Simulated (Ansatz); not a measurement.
InSb₃: what changed settings do

The reference input for Ansatz (plane-wave DFT with PAW):

```yaml
crystal:
  lattice:
    - [4.806367, 0.0, 0.0]
    - [0.0, 4.806367, 0.0]
    - [0.0, 0.0, 4.806367]
  atoms:
    - { symbol: In, position: [0.0, 0.0, 0.0] }
    - { symbol: Sb, position: [0.5, 0.0, 0.5] }
    - { symbol: Sb, position: [0.0, 0.5, 0.5] }
    - { symbol: Sb, position: [0.5, 0.5, 0.0] }
basis:
  ecutwfc: 420
kpoints:
  mp_grid: { grid: [6, 6, 6] }
hamiltonian:
  xc: pbe
scf:
  occupations: { method: gaussian, width: 0.1 }
output:
  forces: true
  stress: true
  eigenvalues: true
```

Command:

```bash
ansatz run input.yaml --threads 1 --pin off --max-ram 1331MiB --backend cpu --events-out ev --progress --plain --runs-dir out
```

The run converges in 7 SCF iterations on 20 irreducible k-points: pressure 0.17 GPa, no gap.

Settings here are deliberately varied, not converged. Each trial's input is given as a difference from the reference's; energies are extrapolated to zero smearing where there is one, and pressure is positive in compression. Charged cells sit in a uniform background, and their pressures hang on that convention.

Question: Trial 1:

```diff
+total_charge: 0.25
 scf:
+  eigensolver: { kind: cg }
+  max_iter: 59
```

What does the program give?

Answer: The program refuses the input:

```text
Error: YAML parse error: error: line 20 column 24: unknown variant `cg`, expected one of auto, dense, davidson, support_functions
```

Next try, with these keys changed back:

```diff
 scf:
-  eigensolver: { kind: cg }
```

The run converges in 7 SCF iterations on 20 irreducible k-points: pressure 0.54 GPa (with the neutralising background of the charged cell), no gap.

Question: Trial 2 (volume scaled):

```diff
 crystal:
   lattice:
-    - [4.806367, 0.0, 0.0]
-    - [0.0, 4.806367, 0.0]
-    - [0.0, 0.0, 4.806367]
+    - [4.4053508715, 0.0, 0.0]
+    - [0.0, 4.4053508715, 0.0]
+    - [0.0, 0.0, 4.4053508715]
-basis:
-  ecutwfc: 420
+basis: {}
 kpoints:
-  mp_grid: { grid: [6, 6, 6] }
+  mp_grid: { grid: [4, 5, 1] }
 hamiltonian:
+  hubbard: { sites: [{ species: In, l: d, u_eff: 0.54 }], projectors: atomic }
+  pseudopotentials: { kind: nc }
```

What does the program give?

Answer: The run converges in 8 SCF iterations on 9 irreducible k-points: at 1088 eV, the cutoff that these potentials take when none is typed, pressure 31.78 GPa, no gap. It warns that the count of filled bands differs between k-points; that the mesh lowers the symmetry. Under a U the state reached may not be the lowest.

Question: Trial 3:

```diff
+total_charge: 0.1
 kpoints:
-  mp_grid: { grid: [6, 6, 6] }
+  mp_grid: { grid: [5, 3, 1] }
 hamiltonian:
-  xc: pbe
+  xc: lda
+  hubbard: { sites: [{ species: In, l: d, u: 6.4, j: 0.63 }] }
+  dispersion: d3bj
 scf:
+  max_iter: 100
```

How does this run end?

Answer: The run converges in 7 SCF iterations on 6 irreducible k-points: pressure -1.53 GPa (with the neutralising background of the charged cell), no gap. It warns that the dispersion damping is borrowed from another functional; that the count of filled bands differs between k-points; that the mesh lowers the symmetry.

Question: Trial 4:

```diff
 kpoints:
+  band_path: { path: [VBM, CBM], npoints: 5 }
```

What does the program give?

Answer: The run converges in 7 SCF iterations on 20 irreducible k-points: the reference's energy to 0.01 meV per atom, pressure 0.17 GPa, no gap.

Question: Trial 5:

```diff
 basis:
-  ecutwfc: 420
+  ecutwfc: 360
 kpoints:
-  mp_grid: { grid: [6, 6, 6] }
+  mp_grid: { grid: [4, 4, 4], shift: [0.25, 0.25, 0.25] }
 hamiltonian:
+  hubbard: { sites: [{ species: In, l: d, u_eff: 2.4 }] }
 scf:
+  lower_state_search: "off"
```

How does this run end?

Answer: The run converges in 7 SCF iterations on 20 irreducible k-points: pressure 0.21 GPa, no gap. It warns that the cutoff lies under the recommended one, 420 eV for these potentials; that the count of filled bands differs between k-points; that the mesh lowers the symmetry.

Question: Trial 6:

```diff
+total_charge: -0.5
 scf:
-  occupations: { method: gaussian, width: 0.1 }
+  occupations: { method: fermi_dirac, width: "300 K" }
+  lower_state_search: standard
+  n_extra_bands: 30
```

What does the program give?

Answer: The run converges in 8 SCF iterations on 20 irreducible k-points: pressure -0.38 GPa (with the neutralising background of the charged cell), no gap.

Question: Trial 7:

```diff
 scf:
-  occupations: { method: gaussian, width: 0.1 }
+  occupations: { method: fermi_dirac, width: 0.069 }
```

How does this run end?

Answer: The run converges in 7 SCF iterations on 20 irreducible k-points: energy 0.13 meV per atom below the reference, pressure 0.19 GPa, no gap.

Question: Trial 8:

```diff
 hamiltonian:
-  xc: pbe
+  xc: blyp
```

What happens?

Answer: The run converges in 8 SCF iterations on 20 irreducible k-points: pressure 5.20 GPa, no gap.

Question: Trial 9:

```diff
 kpoints:
-  mp_grid: { grid: [6, 6, 6] }
+  mp_grid: { grid: [4, 4, 4] }
 hamiltonian:
-  xc: pbe
+  xc: pbesol
 scf:
-  occupations: { method: gaussian, width: 0.1 }
+  occupations: { method: methfessel_paxton }
+  max_iter: 40
```

What happens?

Answer: The run converges in 6 SCF iterations on 10 irreducible k-points: pressure -2.35 GPa, no gap.

Question: Trial 10:

```diff
 hamiltonian:
+  hubbard: { sites: [{ species: Sb, l: d }] }
 scf:
+  max_iter: 58
```

What does the program give?

Answer: The program refuses the input:

```text
Error: inconsistent input (hamiltonian.hubbard.sites[].u_eff, hamiltonian.hubbard.sites[].u, hamiltonian.hubbard.sites[].exx): hamiltonian.hubbard: each entry needs `u_eff:` (Dudarev), `u:` and optionally `j:` (Liechtenstein), or `exx:` (on-site exact exchange)
```

Question: Trial 11:

```diff
 kpoints:
-  mp_grid: { grid: [6, 6, 6] }
+  mp_grid: { kspacing: 0.39 }
 hamiltonian:
+  dispersion: rvv10
 scf:
+  eigensolver: { mixed_precision: false }
+  convergence: { dr2_threshold: "1e-6 eV" }
+  max_iter: 53
```

What does the program give?

Answer: The program refuses the input:

```text
Error: inconsistent input (hamiltonian.dispersion, hamiltonian.xc): `dispersion: rvv10` has no transferable b for PBE exchange — Sabatini et al. (2013) fitted b=6.3 to rPW86, and the PBE refits of Peng & Perdew (2017) are task-dependent (b=6.6 S22 / b=10.0 layered). Use `xc: {exchange: rpw86 …
```

Next try, with these keys changed back:

```diff
 hamiltonian:
-  dispersion: rvv10
```

The run converges in 6 SCF iterations on 10 irreducible k-points: energy 0.08 meV per atom below the reference, pressure 0.47 GPa, no gap. It warns that the SCF threshold is loose for the forces; that the SCF threshold is loose for the stress.

Question: Trial 12 (volume scaled):

```diff
 crystal:
   lattice:
-    - [4.806367, 0.0, 0.0]
-    - [0.0, 4.806367, 0.0]
-    - [0.0, 0.0, 4.806367]
+    - [4.6197795397, 0.0, 0.0]
+    - [0.0, 4.6197795397, 0.0]
+    - [0.0, 0.0, 4.6197795397]
 basis:
+  xc_grid: 4
 scf:
+  max_iter: 30
+  convergence: { dr2_threshold: "1e-9 eV" }
```

How does this run end?

Answer: The run converges in 9 SCF iterations on 20 irreducible k-points: energy 74.1 meV per atom above the reference, pressure 8.28 GPa, no gap. It warns that the SCF threshold is loose for the stress.